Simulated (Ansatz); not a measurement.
**Property card for W2C**

W$_{2}$C:
```
W2C
1.0
    3.03446     0.00000     0.00000
   -1.51723     2.62792     0.00000
    0.00000     0.00000     4.64353
C W
1 2
Direct
  0.00000   0.00000   0.00000
  0.33333   0.66667   0.25380
  0.66667   0.33333   0.74620
```

Space group P-3m1 (No. 164); conventional cell a = 3.034 Å, b = 3.034 Å, c = 4.644 Å, α = 90.00°, β = 90.00°, γ = 120.00°.

Method: plane-wave PAW PBEsol (Ansatz code). The cell and atoms are relaxed at this level. Other levels are named where they apply.

Cell and energy:

```
Property                                                              Value
-----------------------------------------------------  --------------------
Volume per atom                                                    12.34 Å³
Density                                                         17.03 g/cm³
Formation energy from the elements (no fitted shifts)  -2.2 kJ/mol of atoms
```

Electronic structure:

```
Property                                                                    Result
------------------------------------  --------------------------------------------
Electronic character                                             metallic (no gap)
Density of states at the Fermi level  0.44 states/eV per atom (mean over ±0.08 eV)
Gap with spin–orbit coupling                                       none (metallic)
```

Mechanics:

```
Quantity                              Value
----------------------------------  -------
Bulk modulus (Birch–Murnaghan fit)  330 GPa
Pressure derivative B′                  4.4
```

Charges:

```
Property                    Value
-------------  ------------------
Bader charges  C -1.58, W +0.79 e
```

The PBEsol relaxation kept the symmetry of its start. The run is not spin-polarised. The references are the lowest solids computed at this level, not always the standard phases. Spin–orbit coupling is left out wherever it is not named.

Potentials: the later of the program's two PAW sets.
